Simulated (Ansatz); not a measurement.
**InSe at a changed volume — electric field gradients**

The cell is an entry of the Crystallography Open Database (COD), relaxed with PBE at fixed cell and then changed (volume scaled by 1.06, ions relaxed).

Space group P6_3/mmc (No. 194); a = 4.1294, c = 17.2620 Å, γ = 120.00°.

| site | Wyckoff | site symmetry | x | y | z |
| --- | --- | --- | --- | --- | --- |
| In | 4f | 3m. | 0.3333 | 0.6667 | 0.1683 |
| Se | 4f | 3m. | 0.3333 | 0.6667 | 0.5963 |

One atom of each set is listed.

The numbers come from a DFT calculation in Ansatz (PBE, plane waves and PAW, scalar-relativistic, 420 eV cutoff, Γ-centred 13×13×3 k-points, Fermi–Dirac smearing 0.05 eV).

V_zz is the principal component of the electric field gradient with the largest magnitude, η = (V_xx − V_yy)/V_zz and C_Q = eQV_zz/h. ν_Q = 3|C_Q|/[2I(2I − 1)].

¹¹³In: I = 9/2, Q = 761.0 mb. Q values from Pyykkö, Mol. Phys. 116, 1328 (2018).

(1) What field gradients does the calculation give at each kind of site?

Results:

(1) 

```tsv
site	atoms	first shell	C_Q (MHz)	η	ν_Q (MHz)
In	4	3 Se at 2.69 Å; also 1 In at 2.82 Å	-188	0.00	7.82
```

An axis of threefold or higher order runs through In, so V_zz lies along it and η is zero.

Se has no stable isotope with a ground-state quadrupole moment in the table, so these sites are left out.

Without spin–orbit coupling (the program notes it for In) the gradients can shift somewhat, as the gap is small. With a gap of 0.19 eV under a smearing of 0.05 eV the band edges are partly filled, so small gradients can hang on the smearing and the k-mesh.

The relaxation (4 steps) took 74 s of wall time (74 s of CPU time) and 0.95 GiB at its peak, on 1 thread of Intel Xeon 6975P-C (Granite Rapids) (x86_64; 16 cores open to the job, memory cap 3.0 GiB, no GPU), a shared host with a load of 0.5 a core.
